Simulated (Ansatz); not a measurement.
An ordered 4-atom cell of KLiBr2 on the rocksalt lattice (R-3m), relaxed with r2SCAN, was run in Ansatz under altered settings. All numbers are computed, without spin polarisation but where a row says otherwise.

```xyz
4
Lattice="2.1091 1.2177 7.1981 -2.1091 1.2177 7.1981 0.0000 -2.4354 7.1981" Properties=species:S:1:pos:R:3 pbc="T T T"
Li    2.1091    1.2177    7.1981
K     0.0000    0.0000   10.7972
Br    0.0000    0.0000    5.7080
Br    0.0000    0.0000   15.8864
```

The base run's other keys:
```yaml
kpoints:
  mp_grid: { grid: [4, 4, 4] }
hamiltonian:
  xc: hse06
scf:
  occupations: { method: fixed }
  n_extra_bands: 5
```

It takes 14 iterations with 2161 plane waves at 420 eV and 13 k points, and leaves a mean stress of +0.25 GPa. The gap over this mesh is 5.592 eV. It ran on 4 threads of Arm Neoverse V2, on a shared host.

Outcomes, with energy and stress as changes against the base:

| setting | outcome | ΔF (meV/atom) | Δ mean stress (GPa) | gap on the mesh (eV) | iterations | wall time |
| --- | --- | --- | --- | --- | --- | --- |
| PBE hybrid, exx coeff 0.35, omega 0.2078 1/Å | converged | – | -0.1 | 6.075 | 15 | 18 s |
| PBE hybrid, exx coeff 0.75, omega 0.2078 1/Å | converged | – | -0.7 | 8.065 | 18 | 19 s |
| scf.occupations: cold 0.05 | converged | 0.0 | 0.0 | 5.592 | 14 | 18 s |

A dash marks a value that wasn't obtained or can't be compared. Stress is positive in compression. The base took 18 s.

- PBE hybrid, exx coeff 0.35, omega 0.2078 1/Å. That is 35 % exact exchange, screened with ω = 0.2078 1/Å, against HSE06's 25 % screened at 0.208 1/Å. The mean stress moves by -0.1 GPa and the gap on the mesh by +0.483 eV (to 6.075). Totals of different functionals aren't comparable.
- PBE hybrid, exx coeff 0.75, omega 0.2078 1/Å. That is 75 % exact exchange, screened with ω = 0.2078 1/Å, against HSE06's 25 % screened at 0.208 1/Å. The mean stress moves by -0.7 GPa and the gap on the mesh by +2.473 eV (to 8.065). Totals of different functionals aren't comparable.

Within 1 meV an atom, 0.1 GPa and 0.005 eV of the base stay: scf.occupations: cold 0.05.

Spin-orbit coupling is left out.

The program warns that its thresholds are loose for a hybrid's stress.
